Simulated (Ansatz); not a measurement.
CaSi3Ir in space group I4mm (No. 107; Ca on 2a, Si on 2a, Si on 4b, Ir on 2a), PBE in the plane-wave PAW code Ansatz, all energies at zero smearing, with the estimated change up to a 700 eV cutoff added, with one set of potentials and settings (totals compare only within such a set). Cell of 5 atoms (1 Ca, 3 Si, 1 Ir): -15662.741 eV.

| element | reference phase | E (eV/atom) |
|---|---|---|
| Ca | Fm-3m, 1 atoms in the cell | -1816.8597 |
| Si | Fd-3m, 2 atoms in the cell | -635.8096 |
| Ir | Fm-3m, 1 atoms in the cell | -11935.3137 |

Formation energy per atom, worked out: (-15662.741 − 1×(-1816.8597) − 3×(-635.8096) − 1×(-11935.3137))/5 = -0.628 eV/atom (-61 kJ per mol of atoms), at 0 K, without zero-point energy or fitted corrections.

The workflow started from a Materials Project entry (that database holds measured and hypothetical structures alike); the Crystallography Open Database copy checked does not list it. Whether it is the stable phase at ambient conditions was not checked. Symmetry was held in the PBE relaxation; whether a distortion lowers the energy is not shown. The run is not spin-polarised. The references are the lowest solids computed at this level, not always the standard phases. Spin–orbit coupling is left out wherever it is not named.

Potentials: the later of the program's two PAW sets.
